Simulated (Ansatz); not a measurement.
Crystals of one structure type (zinc blende) and one family of elements, relaxed and computed with DFT-r²SCAN in the program Ansatz with PAW potentials; HSE06 gaps on those cells.

```csv
crystal,gap (eV),HSE06 gap (eV)
CdSe,1.04,?
CdTe,1.16,1.51
CdS,1.54,2.11
ZnSe,1.87,2.42
ZnS,2.70,3.37
```

Q: Fit a straight line to E_g(HSE06) against E_g and predict the withheld value.

A: Least squares on the 4 shown rows: E_g(HSE06) = 1.180 × E_g + (0.208), with a scatter of 0.06. For CdSe this gives 1.44. The run itself gave 1.49, within the scatter.

All cells were relaxed under the symmetry of their starts (and spin orders); stability against distortions was not tested throughout. Spin–orbit coupling is left out wherever it is not named.

Potentials: the later of the program's two PAW sets.
